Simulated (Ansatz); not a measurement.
Method: PBE, scalar-relativistic; no spin polarisation; PAW, 420 eV, 10×10×10 k-mesh, Gaussian smearing of 0.05 eV; code Ansatz. The datasets are Ansatz's generated set soft_2.

A crystal of composition XAu, relaxed at this level of theory, gives this pattern between 10° and 80°.

Cu Kα1 powder pattern (kinematic, no thermal factors).
```json
{"2θ (°)": "30.07", "relative intensity": "100"}
{"2θ (°)": "43.04", "relative intensity": "77"}
{"2θ (°)": "53.39", "relative intensity": "28"}
{"2θ (°)": "62.50", "relative intensity": "13"}
{"2θ (°)": "70.90", "relative intensity": "36"}
{"2θ (°)": "78.89", "relative intensity": "28"}
```

Problem. Which lattice and cell does the pattern come from?

Solution. Cubic, space group Fm-3m (No. 225), a = 5.939 Å, b = 5.939 Å, c = 5.939 Å, α = 90.00°, β = 90.00°, γ = 90.00°. The line positions fix the lattice at most, not the space group, and lines under 1 % of the strongest aren't listed; this is the group of the computed cell.

A compound XAu has these computed properties.

| Property | Result |
| --- | --- |
| Band gap | zero (metallic) |
| Density of states at the Fermi level | 0.53 states/(eV·atom) |
| Bader charges | Au -0.62; X 0.62 e |
| Formation energy from the elements (0 K, uncorrected) | -0.01 eV/atom |
| Bulk modulus (Birch–Murnaghan) | 72 GPa |
| Pressure derivative B0′ | 5.1 |

Sites: Au on 4b, X on 4a.

Problem. Which element is X?
A. Tl
B. At
C. Bi
D. Pb

Solution. C. X is Bi, so the compound is BiAu.

The start was a prototype's sites filled with these elements, not a measured cell.

Spin–orbit coupling, which matters for such heavy elements, is left out.
